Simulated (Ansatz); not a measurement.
Ge2Pd (MoSi2 or CaC2 type, space group No. 139) at seven volumes, PBE in the plane-wave PAW code Ansatz, shape and atoms relaxed at each. One row is withheld.

| V (Å³/atom) | P (GPa) |
|---|---|
| 15.654 | ? |
| 16.170 | 7.13 |
| 16.686 | 3.26 |
| 17.202 | 0.00 |
| 17.718 | -2.72 |
| 18.234 | -4.99 |
| 18.750 | -6.84 |

Problem. Fit the shown pressures and predict the withheld one.

Solution. P = (3/2)B₀(x^(7/2) − x^(5/2))[1 + (3/4)(B′ − 4)(x − 1)] with x = (V₀/V)^(2/3). Least squares on the six rows gives V₀ = 17.201 Å³/atom, B₀ = 98.8 GPa, B′ = 5.05. At V = 15.654, x = 1.0648 and P = 11.82 GPa. The run itself gave 11.73 GPa.

Space group I4/mmm (MoSi2 or CaC2 type). The cell is a constructed one: a structure type filled with these elements; neither database checked (COD, Materials Project) lists it. Its standing as an ambient phase is unchecked. Symmetry was held in the PBE relaxation; whether a distortion lowers the energy is not shown. No spin polarisation was allowed.

Potentials: the later of the program's two PAW sets.
